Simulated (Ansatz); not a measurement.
# Data sheet: Mg₂Sn (DFT)

Mg2Sn:
```xyz
6
Lattice="6.2970 0.0000 0.0000 0.0000 6.2970 0.0000 0.0000 0.0000 6.2970" Properties=species:S:1:pos:R:3 pbc="T T T"
Mg     4.7228     4.7228     4.7228
Mg     4.7228     1.5743     1.5743
Mg     1.5743     4.7228     1.5743
Mg     1.5743     1.5743     4.7228
Sn     0.0000     0.0000     0.0000
Sn     3.1485     3.1485     3.1485
```

Space group Pn-3m (No. 224); conventional cell a = b = c = 6.2970 Å, α = β = γ = 90.00°.

Method: PBE in the plane-wave PAW code Ansatz. Geometry: relaxed at this level of theory. Other levels are named where they apply.

### Cell and energy

- Volume per atom: 41.62 Å³
- Density: 2.23 g/cm³
- Formation energy from the elements (no fitted shifts): 0.34 eV/atom

### Electronic structure

* **Band gap**: 0.20 eV (direct)
* **Valence-band maximum**: at Γ
* **Conduction-band minimum**: at Γ
* **Electron effective mass**: 0.026 mₑ (isotropic)
* **Weight of the conduction-edge state by species (Voronoi cells)**: Mg 73 %, Sn 27 %
* **Hole effective mass, band 1 of 3 at the edge**: 1.1 along [100], 6.3 along [110], 2.4 along [111] (mₑ)
* **Hole effective mass, band 2 of 3 at the edge**: 1.1 along [100], 1.1 along [110], 2.4 along [111] (mₑ)
* **Hole effective mass, band 3 of 3 at the edge**: 0.026 along [100], 0.026 along [110], 0.026 along [111] (mₑ)
* **Weight of the valence-edge state by species (Voronoi cells)**: Sn 59 %, Mg 41 %

### Mechanics

* **Bulk modulus (Birch–Murnaghan fit)**: 189 kbar
* **Pressure derivative B′**: 4.2

A made-up cell: these elements were put on the sites of a structure type; neither database checked (COD, Materials Project) lists it. COD files the formula under space group No. 225, 227, so this cell is another polymorph or a model. Whether it is the stable phase at ambient conditions was not checked. The cell was relaxed with PBE under the symmetry of its start; its stability against distortions is not shown here. The references are the lowest solids computed at this level, not always the standard phases. Spin–orbit coupling is left out wherever it is not named.

Potentials: the later of the program's two PAW sets.
